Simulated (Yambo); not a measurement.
Input:

```
LiTaO3
1.0
    2.56698     1.48205     4.60543
   -2.56698     1.48205     4.60543
    0.00000    -2.96409     4.60543
Li O Ta
2 6 2
Cartesian
  0.00000   0.00000   3.91305
  0.00000   0.00000  10.82120
  1.00071  -1.32596   7.85461
 -1.64867  -0.20366   7.85461
  0.64796   1.52962   7.85461
 -0.64796  -1.43447   5.55190
  1.56627   0.15609   5.55190
 -0.91831   1.27838   5.55190
  0.00000   0.00000  13.80880
  0.00000   0.00000   6.90065
```

Workflow: PBEsol (pw.x of Quantum ESPRESSO, ONCV potentials, no spin-orbit coupling), then G0W0 in Yambo (4×4×4 Γ-centred k mesh, bands 5 to 166 and a 7 Ry block in the screening, 166 bands in G with the Bruneval-Gonze terminator, plasmon pole fitted at 27.2 eV).

Problem. Give the PBEsol and G0W0 gaps between the band edges found on this mesh, and say where the edges lie.

Solution. Edges: Γ → Γ. PBEsol: 3.87 eV; G0W0: 5.71 eV. Nearest settings tried, and what they do to the gap: 85 bands in W: +124 meV; 3 Ry block (65 vectors against 223): +154 meV. Not varied: bands in G, mesh. So the settings aren't converged at that level. Without spin-orbit coupling, band edges of such heavy elements can be off by tenths of an eV.

Geometry of the Materials Project entry, not relaxed at this level.
